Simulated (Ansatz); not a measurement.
The structure comes from a relaxation in the same program, started in the wurtzite type, and has space group P6_3mc. Whether it is a known phase or the ground state wasn't checked.

An input for CdS: DFT, PBE, all-electron LAPW, scalar-relativistic (Ansatz 0.2.0).

```yaml
crystal:
  lattice:
    - [4.1959786962, 0.0, 0.0]
    - [-2.0979893481, 3.6338241446, 0.0]
    - [0.0, 0.0, 6.830717033]
  atoms:
    - { symbol: Cd, position: [0.3333333333, 0.6666666667, -0.0002060933] }
    - { symbol: Cd, position: [0.6666666667, 0.3333333333, 0.4997939067] }
    - { symbol: S, position: [0.3333333333, 0.6666666667, 0.3762060933] }
    - { symbol: S, position: [0.6666666667, 0.3333333333, 0.8762060933] }
kpoints:
  mp_grid: { grid: [11, 11, 6] }
  band_path:
    path:
      - [0.0, 0.0, 0.0]
      - [0.5, 0.0, 0.0]
      - [0.3333333333, 0.3333333333, 0.0]
      - [0.0, 0.0, 0.0]
      - [0.0, 0.0, 0.5]
      - [0.5, 0.0, 0.5]
      - [0.3333333333, 0.3333333333, 0.5]
      - [0.0, 0.0, 0.5]
      - [0.5, 0.0, 0.5]
    npoints: 8
scf:
  occupations: { method: fermi_dirac, width: 0.05 }
hamiltonian:
  xc: pbe
  pseudopotentials: { kind: all_electron, lapw: { basis_error: 0.001 } }
output:
  forces: true
  stress: true
  eigenvalues: true
  populations: true
  dos: { projected: true, de: 0.2, e_range: [-14, 8] }
```

Set-up and iterations as logged by Ansatz (the results part is left out, to be predicted):

```
Cd: projections on atomic orbitals take those of the free atom 1s2 2s2 2p6 3s2 3p6 3d10 4s2 4p6 4d10 5s2, of charge +0.00 (hamiltonian.pseudopotentials.projection_atoms)
S: projections on atomic orbitals take those of the free atom 1s2 2s2 2p6 3s2 3p4, of charge +0.00 (hamiltonian.pseudopotentials.projection_atoms)
LAPW: plane waves up to 7.903 Å⁻¹, error target 1.0e-3 eV per atom; small_component_spin mean_spin; S in spheres of 1.114 Å, 14 of its electrons in bands, Dirac shells []; Cd in spheres of 1.451 Å, 20 of its electrons in bands, Dirac shells []
Engine: ansatz 0.2.0
Pseudopotentials: kind: all_electron
Pseudopotential: Cd, LAPW, valence charge 20, Koelling and Harmon's equation, gaussian nucleus
Pseudopotential: S, LAPW, valence charge 14, Koelling and Harmon's equation, gaussian nucleus
Functional definition: PBE
  parameter kappa = 0.804
  parameter beta = 0.06672455060314922
  exchange = pbe_x(kappa = kappa, mu = beta*pi^2/3)
  correlation = pbe_c(beta = beta)
Crystal: 4 atoms, lattice volume = 104.151 Å³
Basis set: ecut = 237.98050731722628 eV, 869 PW (Γ), exchange–correlation at level 2
Bands: 41, of which v1, the nominal top of the filled ones, is band 34 counted from 1 (33 counted from 0)
Symmetry: 12 space group operations
Space group: P63mc (ITA 186), of the structure as read, at distance tolerance 4.7e-5 Å
k-points: 64 of 726 (time reversal used)
Non-local potential: Cd, projectors of the file, none
Non-local potential: S, projectors of the file, none
Initial density: superposition of atomic densities (chi_scale 0.1, normalization cell, long waves kept (reshape's long-wave potential 0.00 eV rms))
Initial wavefunctions: plane waves of lowest kinetic energy (no species holds an atomic orbital)
Functional: x = pbe(κ = 0.804, μ = 0.2195149727645171), c = pbe(β = 0.06672455060314922)
iter 1 solved again at ethr=4.40e-3 eV; its pass at ethr=1.00e-1 eV (dr2=2.99e0 eV) is discarded
SCF iter   1: F=—  HF=-326199.967130 eV  |F-HF|=—  |Δ(HF+E_count)|=         —  Δρ=3.71e-2  dr2=3.00e0  ethr=4.40e-3  ⟨swp⟩=2.0  Hψ=17825  notcnv=0
SCF iter   2: F=—  HF=-326198.943776 eV  |F-HF|=—  |Δ(HF+E_count)|=    1.02e0  Δρ=1.50e-2  dr2=4.48e-1  ethr=4.40e-3  ⟨swp⟩=3.0  Hψ=7981  notcnv=0
SCF iter   3: F=—  HF=-326198.868171 eV  |F-HF|=—  |Δ(HF+E_count)|=   7.56e-2  Δρ=7.89e-3  dr2=1.20e-1  ethr=6.59e-4  ⟨swp⟩=2.0  Hψ=7744  notcnv=0
iter 4 solved again at ethr=1.17e-5 eV; its pass at ethr=1.77e-4 eV (dr2=7.96e-3 eV) is discarded
SCF iter   4: F=—  HF=-326198.862282 eV  |F-HF|=—  |Δ(HF+E_count)|=         —  Δρ=2.38e-3  dr2=7.93e-3  ethr=1.17e-5  ⟨swp⟩=2.0  Hψ=13121  notcnv=0
the basis was enlarged: its passes take 6.4 MiB over the memory plan, 1 of 1 planned eigensolver slots
SCF iter   5: F=—  HF=-326198.861184 eV  |F-HF|=—  |Δ(HF+E_count)|=   1.10e-3  Δρ=7.73e-4  dr2=6.73e-4  ethr=1.17e-5  ⟨swp⟩=2.1  Hψ=7314  notcnv=0
SCF iter   6: F=—  HF=-326198.862544 eV  |F-HF|=—  |Δ(HF+E_count)|=   1.36e-3  Δρ=2.62e-4  dr2=1.13e-4  ethr=9.90e-7  ⟨swp⟩=3.0  Hψ=7894  notcnv=0
SCF iter   7: F=—  HF=-326198.862880 eV  |F-HF|=—  |Δ(HF+E_count)|=   3.36e-4  Δρ=6.15e-5  dr2=7.98e-6  ethr=1.67e-7  ⟨swp⟩=3.0  Hψ=7973  notcnv=0
SCF iter   8: F=—  HF=-326198.862909 eV  |F-HF|=—  |Δ(HF+E_count)|=   2.83e-5  Δρ=1.98e-5  dr2=8.14e-7  ethr=1.17e-8  ⟨swp⟩=3.0  Hψ=8071  notcnv=0
SCF iter   9: F=-326198.862910 eV  HF=-326198.862910 eV  |F-HF|=9.43e-9  |Δ(HF+E_count)|=   1.16e-6  Δρ=3.46e-6  dr2=1.94e-8  ethr=1.20e-9  ⟨swp⟩=3.0  Hψ=8014  notcnv=0
```

Problem. What pressure will this run report?

Solution. 0.03 GPa (positive in compression).

Problem. Is there a band gap?

Solution. 1.11 eV, direct at Γ.
